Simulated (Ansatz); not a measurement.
In DFT-r²SCAN in the program Ansatz with PAW potentials, Sb in the diamond structure (Fd-3m) relaxes to a = 6.943 Å. Sb has 4 nearest neighbours from 3.01 Å (tetrahedral).

Electronic character: metallic (no gap). Gap from r²SCAN with spin–orbit coupling: none (metallic).

The bulk modulus is 33.7 GPa. The relaxed-ion elastic constants in GPa are C11 = 25.9, C12 = 37.3, C44 = -21.0.

The start of the workflow was typed in or built on a structure type; neither database checked (COD, Materials Project) lists it. It is not the phase usual at ambient conditions (space group No. 166). The r²SCAN relaxation kept the symmetry of its start. At this level the phase is mechanically unstable. As this level gives no gap, shear constants depend on the k-mesh and smearing (Fermi–Dirac, 0.1 eV here). Scalar-relativistic: spin–orbit coupling is off unless named, which matters more the heavier the elements.

Potentials: the later of the program's two PAW sets.
